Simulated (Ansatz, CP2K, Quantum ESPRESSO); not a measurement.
**GaF: energy against volume and a worked fit**

```
Ga F
1.0
     3.16592    0.00000    0.00000
     0.00000    3.16592    0.00000
     0.00000    0.00000    3.16592
Ga F
1 1
Direct
  0.00000 0.00000 0.00000
  0.50000 0.50000 0.50000
```

The cell comes from a database or a generator and needn't be the stable form of this composition.

The cell was scaled at fixed shape and fractions and run with CP2K, POTENTIAL_UZH Ga GTH-PBE-q13, F GTH-PBE-q7; TZVP-MOLOPT-PBE-GTH basis; PBE, k mesh 8 × 8 × 8 on the cell of 2 atoms, fermi-dirac occupations of 0.05 eV, no spin polarisation, no spin-orbit coupling. Energies are those that the program minimises, any entropy of the smearing included.

| V (Å³/atom) | energy over the lowest row (meV/atom) |
| --- | --- |
| 14.9141 | 10.131 |
| 15.2314 | 4.655 |
| 15.5488 | ? |
| 15.8661 | 0.000 |
| 16.1834 | 0.459 |
| 16.5007 | 2.537 |
| 16.8181 | 6.060 |

Problem. Fit the third-order Birch-Murnaghan form, give V0, B0 and B′, and predict the energy left open.

Solution. With y = (V0/V)^(2/3), E = E0 + (9 V0 B0/16) [(y - 1)³ B′ + (y - 1)² (6 - 4y)]. Least squares through the rows shown give V0 = 15.9401 Å³/atom, E0 = -0.040 meV, B0 = 44.21 GPa (1 eV/Å³ = 160.218 GPa) and B′ = 3.97, with a largest miss of 0.008 meV. At V = 15.5488 the form with these constants gives 1.341 meV; the run gave 1.343 meV an atom. Other set-ups at this level, from all their volumes (Å³/atom, GPa): Ansatz, Ansatz PAW (earlier soft set): V0 15.891, B0 43.91; Ansatz, all-electron LAPW, scalar-relativistic: V0 15.881, B0 43.98; Quantum ESPRESSO, SSSP 1.3 efficiency PBE: V0 15.881, B0 44.04.
